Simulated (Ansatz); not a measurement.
HClF2: a bulk modulus from differences

The structure comes from a generated guess, relaxed at this level; another structure or a mixture of phases may lie lower.

Level of theory: DFT PBE+D3(BJ), scalar-relativistic, plane waves, PAW in Ansatz. Cutoff 420 eV, Γ-centred 12×12×6 mesh (4-atom cell), Gaussian smearing of 0.02 eV, no spin polarisation.

```cif
data_structure
_symmetry_space_group_name_H-M 'P6/mmm'
_symmetry_Int_Tables_number 191
_cell_length_a 3.7898
_cell_length_b 3.7898
_cell_length_c 6.0538
_cell_angle_alpha 90.000
_cell_angle_beta 90.000
_cell_angle_gamma 120.000
_cell_volume 75.30
loop_
_atom_site_label
_atom_site_type_symbol
_atom_site_symmetry_multiplicity
_atom_site_Wyckoff_symbol
_atom_site_fract_x
_atom_site_fract_y
_atom_site_fract_z
_atom_site_occupancy
H1 H 1 b 0.00000 0.00000 0.50000 1
Cl1 Cl 1 a 0.00000 0.00000 0.00000 1
F1 F 2 e 0.00000 0.00000 0.31281 1
```

The cell was set to several volumes, with shape and atoms relaxed at each where symmetry leaves them free. Pressure is positive in compression, and energies count from the lowest row.

```tsv
row	V (Å³/atom)	P (GPa)	ΔE (meV/atom)	gap on mesh (eV)
1	16.565	0.85	5.3	0.91
2	17.130	0.55	2.8	0.99
3	17.695	?	?	?
4	18.260	0.15	0.3	1.13
5	18.824	0.02	0.0	1.19
6	19.389	-0.07	0.1	1.24
7	19.954	-0.15	0.5	1.29
8	20.707	-0.26	1.3	1.34
```

Problem. Find B = −V·ΔP/ΔV from rows 4 and 6 and from rows 1 and 2, and from the two its slope B′ and its value B0 at zero pressure.

Solution. Rows 4 and 6 give −(18.260 + 19.389)/2 × (-0.07 − (0.15))/(19.389 − 18.260) = 3.7 GPa at a mean pressure of 0.04 GPa. Rows 1 and 2 give −(16.565 + 17.130)/2 × (0.55 − (0.85))/(17.130 − 16.565) = 8.9 GPa at a mean pressure of 0.70 GPa. So B′ = (8.9 − 3.7)/(0.70 − (0.04)) = 7.88 and B0 = 3.7 − 7.88 × (0.04) = 3.4 GPa. A third-order Birch–Murnaghan fit to all the energies gives B0 = 3.6 GPa and B′ = 8.7.

Problem. Estimate the pressure and energy of row 3.

Solution. From row 5, V0 = 18.824 × (1 + (0.02)/3.4) = 18.935 Å³/atom. Murnaghan's form P = (B0/B′)·[(V0/V)^B′ − 1] gives (3.4/7.88) × [(18.935/17.695)^7.88 − 1] = 0.30 GPa; the computed pressure is 0.33 GPa, so the estimate is off by -0.03 GPa. The work of compression from row 4, with the mean of the two pressures, gives ΔE = 0.3 + (0.30 + 0.15)/2 × (18.260 − 17.695)/160.2 × 1000 = 1.1 meV/atom (1 eV/Å³ = 160.2 GPa); the computed value is 1.2 meV/atom.

Problem. Fit the gap against pressure through the other rows and estimate it at the computed pressure of row 3.

Solution. Over the 7 rows the mean pressure is 0.1557 GPa and the mean gap is 1.156 eV. The sums of products of deviations are S_xx = 0.9732 and S_xy = -0.3771, so the slope is -0.3771/0.9732 = -0.3875 (r = -0.99, rms misfit 0.02 eV). At 0.33 GPa the line gives 1.156 + (-0.3875) × (0.33 − 0.1557) = 1.09 eV. The computed value is 1.06 eV, so the line is off by +0.03 eV, no more than the largest miss among the fitted rows (0.03 eV).

Kohn–Sham gaps at this level usually fall short of measured ones. All volumes keep the k mesh of the relaxed cell. Symmetry constrained the relaxation, so the result can be a saddle point.
